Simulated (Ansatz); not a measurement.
A relaxation computed with Ansatz, from input to last step.

```yaml
crystal:
  lattice:
    - [5.4231267041, 0.0, 0.0]
    - [0.0, 5.4231267041, 0.0]
    - [0.0, 0.0, 3.303884973]
  atoms:
    - { symbol: Zr, position: [0.2962945863, 0.2962945863, 0.0] }
    - { symbol: Zr, position: [0.7037054137, 0.7037054137, 0.0] }
    - { symbol: Zr, position: [0.7962945863, 0.2037054137, 0.5] }
    - { symbol: Zr, position: [0.2037054137, 0.7962945863, 0.5] }
    - { symbol: "N", position: [0.0, 0.0, 0.0] }
    - { symbol: "N", position: [0.5, 0.5, 0.5] }
basis:
  ecutwfc: 420
kpoints:
  mp_grid: { grid: [8, 8, 10] }
hamiltonian:
  xc: lda
scf:
  occupations: { method: gaussian, width: 0.1 }
output:
  forces: true
  stress: true
  eigenvalues: true
  write_density: true
  write_potential: true
  elf: true
  volumetric_format: npy
relax:
  adjacent_minimum: "off"
  f_tol: 0.005
  max_steps: 50
  cell: { stress_tol: 0.05 }
```

```bash
ansatz run input.yaml --threads 1 --pin off --max-ram 2560MiB --backend cpu --events-out ev --progress --plain --runs-dir out
```

These are results of Ansatz 0.2.0, DFT LDA, scalar-relativistic, plane waves, PAW, not measurements.

Of 8 frames 7 are shown, positions in Å and forces in eV/Å; the SCF threshold varies from step to step. Steps run on the plane waves of an earlier cell, with a Pulay correction in the pressure. The basis is chosen afresh for the last frame, the zero of the energies, and at times for earlier ones too; energy and pressure step there, also at an unchanged geometry. The mark taken_back stands on steps that the optimiser undid.

```xyz
6
Lattice="5.4231 0.0000 0.0000 0.0000 5.4231 0.0000 0.0000 0.0000 3.3039" Properties=species:S:1:pos:R:3:forces:R:3 pbc="T T T" step=1 free_energy_over_end_meV_per_atom=22.89 pressure_GPa=-8.97
Zr    1.6068    1.6068    0.0000    0.0653    0.0653    0.0000
Zr    3.8163    3.8163    0.0000   -0.0653   -0.0653    0.0000
Zr    4.3184    1.1047    1.6519    0.0653   -0.0653    0.0000
Zr    1.1047    4.3184    1.6519   -0.0653    0.0653    0.0000
N     0.0000    0.0000    0.0000    0.0000    0.0000    0.0000
N     2.7116    2.7116    1.6519    0.0000    0.0000    0.0000
6
Lattice="5.2456 0.0000 0.0000 0.0000 5.2456 0.0000 0.0000 0.0000 3.1750" Properties=species:S:1:pos:R:3:forces:R:3 pbc="T T T" step=2 free_energy_over_end_meV_per_atom=30.47 pressure_GPa=12.64 taken_back
Zr    1.5467    1.5467    0.0000    0.0063    0.0063    0.0000
Zr    3.6989    3.6989    0.0000   -0.0063   -0.0063    0.0000
Zr    4.1695    1.0761    1.5875    0.0063   -0.0063    0.0000
Zr    1.0761    4.1695    1.5875   -0.0063    0.0063    0.0000
N     0.0000    0.0000    0.0000    0.0000    0.0000    0.0000
N     2.6228    2.6228    1.5875    0.0000    0.0000    0.0000
6
Lattice="5.3210 0.0000 0.0000 0.0000 5.3210 0.0000 0.0000 0.0000 3.2769" Properties=species:S:1:pos:R:3:forces:R:3 pbc="T T T" step=3 free_energy_over_end_meV_per_atom=0.37 pressure_GPa=-0.58
Zr    1.5802    1.5802    0.0000   -0.0793   -0.0793    0.0000
Zr    3.7408    3.7408    0.0000    0.0793    0.0793    0.0000
Zr    4.2407    1.0803    1.6384   -0.0793    0.0793    0.0000
Zr    1.0803    4.2407    1.6384    0.0793   -0.0793    0.0000
N     0.0000    0.0000    0.0000    0.0000    0.0000    0.0000
N     2.6605    2.6605    1.6384    0.0000    0.0000    0.0000
6
Lattice="5.3361 0.0000 0.0000 0.0000 5.3361 0.0000 0.0000 0.0000 3.2476" Properties=species:S:1:pos:R:3:forces:R:3 pbc="T T T" step=4 free_energy_over_end_meV_per_atom=-0.95 pressure_GPa=0.05
Zr    1.5795    1.5795    0.0000    0.0077    0.0077    0.0000
Zr    3.7566    3.7566    0.0000   -0.0077   -0.0077    0.0000
Zr    4.2475    1.0886    1.6238    0.0077   -0.0077    0.0000
Zr    1.0886    4.2475    1.6238   -0.0077    0.0077    0.0000
N     0.0000    0.0000    0.0000    0.0000    0.0000    0.0000
N     2.6681    2.6681    1.6238    0.0000    0.0000    0.0000
6
Lattice="5.3337 0.0000 0.0000 0.0000 5.3337 0.0000 0.0000 0.0000 3.2513" Properties=species:S:1:pos:R:3:forces:R:3 pbc="T T T" step=5 free_energy_over_end_meV_per_atom=-0.97 pressure_GPa=0.00
Zr    1.5792    1.5792    0.0000   -0.0002   -0.0002    0.0000
Zr    3.7545    3.7545    0.0000    0.0002    0.0002    0.0000
Zr    4.2461    1.0876    1.6256   -0.0002    0.0002    0.0000
Zr    1.0876    4.2461    1.6256    0.0002   -0.0002    0.0000
N     0.0000    0.0000    0.0000    0.0000    0.0000    0.0000
N     2.6668    2.6668    1.6256    0.0000    0.0000    0.0000
6
Lattice="5.3337 0.0000 0.0000 0.0000 5.3337 0.0000 0.0000 0.0000 3.2513" Properties=species:S:1:pos:R:3:forces:R:3 pbc="T T T" step=6 free_energy_over_end_meV_per_atom=0.00 pressure_GPa=-0.09
Zr    1.5792    1.5792    0.0000   -0.0001   -0.0001    0.0000
Zr    3.7545    3.7545    0.0000    0.0001    0.0001    0.0000
Zr    4.2461    1.0876    1.6256   -0.0001    0.0001    0.0000
Zr    1.0876    4.2461    1.6256    0.0001   -0.0001    0.0000
N     0.0000    0.0000    0.0000    0.0000    0.0000    0.0000
N     2.6668    2.6668    1.6256    0.0000    0.0000    0.0000
6
Lattice="5.3327 0.0000 0.0000 0.0000 5.3327 0.0000 0.0000 0.0000 3.2509" Properties=species:S:1:pos:R:3:forces:R:3 pbc="T T T" step=8 free_energy_over_end_meV_per_atom=0.00 pressure_GPa=0.00
Zr    1.5789    1.5789    0.0000   -0.0002   -0.0002    0.0000
Zr    3.7539    3.7539    0.0000    0.0002    0.0002    0.0000
Zr    4.2453    1.0875    1.6255   -0.0002    0.0002    0.0000
Zr    1.0875    4.2453    1.6255    0.0002   -0.0002    0.0000
N     0.0000    0.0000    0.0000    0.0000    0.0000    0.0000
N     2.6664    2.6664    1.6255    0.0000    0.0000    0.0000
```

It took 3.2 min on 1 thread of Intel(R) Xeon(R) Processor @ 2.70GHz (shared host), peak memory 0.55 GiB.